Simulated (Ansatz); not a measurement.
Data sheet: Si (DFT)

Si:
```yaml
crystal:
  lattice:
    - [1.91550, -5.35913, 0.00000]
    - [1.91550, 5.35913, 0.00000]
    - [0.00000, 0.00000, 12.68420]
  atoms:
    - { symbol: Si, position: [0.75731, 0.24269, 0.44507] }
    - { symbol: Si, position: [0.24269, 0.75731, 0.55493] }
    - { symbol: Si, position: [0.24269, 0.75731, 0.94507] }
    - { symbol: Si, position: [0.75731, 0.24269, 0.05493] }
    - { symbol: Si, position: [0.42869, 0.57131, 0.65727] }
    - { symbol: Si, position: [0.57131, 0.42869, 0.34273] }
    - { symbol: Si, position: [0.57131, 0.42869, 0.15727] }
    - { symbol: Si, position: [0.42869, 0.57131, 0.84273] }
    - { symbol: Si, position: [0.97131, 0.02869, 0.40941] }
    - { symbol: Si, position: [0.02869, 0.97131, 0.59059] }
    - { symbol: Si, position: [0.02869, 0.97131, 0.90941] }
    - { symbol: Si, position: [0.97131, 0.02869, 0.09059] }
```

Space group Cmcm (No. 63); conventional cell a = 3.831 Å, b = 10.718 Å, c = 12.684 Å, α = β = γ = 90.00°.

Method: DFT-r²SCAN in the program Ansatz with PAW potentials. Geometry: relaxed at this level of theory. Other levels are named where they apply.

**Cell and energy**

```yaml
volume_per_atom: 21.70 Å³
density: 2.15 g/cm³
```

**Electronic structure**

```yaml
band_gap: 0.69 eV (indirect)
valence_band_maximum: at Y (k = 0.500, 0.500, 0.000 in fractions of the reciprocal vectors)
conduction_band_minimum: on the Γ–Y line, 77 % of the way from Γ (k = 0.383, -0.383, 0.000 in fractions of the reciprocal vectors) (2 equivalent valleys)
smallest_direct_gap_on_the_standard_path: 0.77 eV
electron_effective_mass: 0.13, 0.36, 3.3 mₑ (principal values)
hole_effective_mass: 0.14, 0.41, 1.9 mₑ (principal values)
HSE06 gap on the r²SCAN cell: 1.04 eV
```

**Mechanics**

```yaml
Bulk modulus (Birch–Murnaghan fit): 83.4 GPa
Pressure derivative B′: 4.2
Elastic constants (relaxed ions, GPa): C11 = 172, C22 = 207, C33 = 152, C12 = 37.2, C13 = 36.6, C23 = 43.1, C44 = 36.8, C55 = 42.3, C66 = 53.4
mechanical_stability: stable (all eigenvalues of C positive)
hill_bulk_and_shear_moduli: 84.3 and 52.3 GPa
Young's modulus: 130 GPa
Poisson's ratio: 0.24
debye_temperature_from_the_elastic_constants: 584 K
```

**Dielectric response**

```yaml
Electronic dielectric constant ε∞ (DFPT): 11.3 (xx), 12.8 (yy), 10.1 (zz)
```

**Phonons**

```yaml
highest_zone_centre_frequency: 536 cm^-1
zone_centre_stability: no imaginary mode at Γ
dynamical_stability_on_the_path: stable (no imaginary branch)
zero_point_energy: 61.3 meV/atom
Vibrational entropy at 300 K: 19.3 J/(K·mol of atoms)
```

The first step of the workflow began from a Materials Project structure, measured or hypothetical; the Crystallography Open Database copy checked does not list it. It is not the phase usual at ambient conditions (space group No. 227). The cell was relaxed with r²SCAN under the symmetry of its start.

Potentials: the later of the program's two PAW sets.
